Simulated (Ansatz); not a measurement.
KTaO$_{3}$ (cubic perovskite)

```yaml
crystal:
  lattice:
    - [4.02438, 0.00000, 0.00000]
    - [0.00000, 4.02438, 0.00000]
    - [0.00000, 0.00000, 4.02438]
  atoms:
    - { symbol: K, position: [0.00000, 0.00000, 0.00000] }
    - { symbol: Ta, position: [0.50000, 0.50000, 0.50000] }
    - { symbol: O, position: [0.00000, 0.50000, 0.50000] }
    - { symbol: O, position: [0.50000, 0.50000, 0.00000] }
    - { symbol: O, position: [0.50000, 0.00000, 0.50000] }
```

The slice is a {100} plane (indices of the conventional cell) through the point (0.000, 0.000, 0.000) (fractional), spanned by u = [100] and v = [010] in vectors of this cell: u (4.02 Å) and v (4.02 Å, at 90° to u). It covers one period; positions are fractions (u, v).

The numbers are results of PBE (plane waves to 420 eV, PAW, scalar-relativistic; Ansatz, a quantum-chemistry and plane-wave program), not measurements. k mesh 8×8×8. Inside the PAW spheres the values are not all-electron values, and peaks at nuclei hang on which shells count as valence. KTaO3 is run without spin polarisation. KTaO3 was relaxed with its symmetry unable to fall. Spin-orbit coupling is left out, though Ta is heavy.

Problem. Sketch the electrostatic potential energy of an electron, from the cell's mean on this plane as a map.

Solution. 
```
|xxxxxxx  :+*#%%@@@%%#*+:  xxxxxx|
|xxxxxxx  -+*#%%@@@%%#*+-  xxxxxx|
|xxxxxx  .=+#%%%@@@%%%#+=.  xxxxx|
|xxxxx   :=*#%%@@@@@%%#*=:   xxxx|
|xxxx   .=+##%@@@@@@@%##+=.   xxx|
|xxx   .-+*#%%@@@@@@@%%#*+-.   xx|
|     .-+*#%%@@@@@@@@@%%#*+-.    |
|   .:=+*##%%@@%%%%%@@%%##*+=:.  |
|::-==+*##%%%%%%%%%%%%%%%##*+==-:|
|++++*##%%%%%%#xxxxx#%%%%%%##*+++|
|***###%%%%%#+xxxxxxx+#%%%%%###**|
|###%%%%@@%%+xxxxxxxxx+%%@@%%%%##|
|%%%%%@@@@%#xxxxxxxxxxx#%@@@@%%%%|
|@%%%@@@@%%xxxxxxxxxxxxx%%@@@@%%%|
|@@@@@@@@%%xxxxxxxxxxxxx%%@@@@@@@|
|@@@@@@@@%%xxxxxxxxxxxxx%%@@@@@@@|
|@@@@@@@@%%xxxxxxxxxxxxx%%@@@@@@@|
|@%%%@@@@%%xxxxxxxxxxxxx%%@@@@%%%|
|%%%%%@@@@%#xxxxxxxxxxx#%@@@@%%%%|
|###%%%%@@%%+xxxxxxxxx+%%@@%%%%##|
|***###%%%%%#+xxxxxxx+#%%%%%###**|
|++++*##%%%%%%#xxxxx#%%%%%%##*+++|
|::-==+*##%%%%%%%%%%%%%%%##*+==-:|
|   .:=+*##%%@@%%%%%@@%%##*+=:.  |
|     .-+*#%%@@@@@@@@@%%#*+-.    |
|xxx   .-+*#%%@@@@@@@%%#*+-.   xx|
|xxxx   .=+##%@@@@@@@%##+=.   xxx|
|xxxxx   :=*#%%@@@@@%%#*=:   xxxx|
|xxxxxx  .=+#%%%@@@%%%#+=.  xxxxx|
|xxxxxxx  -+*#%%@@@%%#*+-  xxxxxx|
|xxxxxxx  :+*#%%@@@%%#*+:  xxxxxx|
|xxxxxxx  :+*#%@@@@@%#*+:  xxxxxx|
```
Scale: ten equal steps from 1.00 (start of ' ') to 9.54 (end of '@'), in the order ' .:-=+*#%@'. Values: electrostatic potential energy of an electron, from the cell's mean, in eV. The map has 32 points along u (one character each, u = 0 at the left) and 32 along v (v = 0 in the bottom row). Points within 0.8 Å of a nucleus are blanked (x), as the pseudised field means little there. Values under 1 eV are set to 1. The zero, the cell's mean, hangs on the PAW cores.
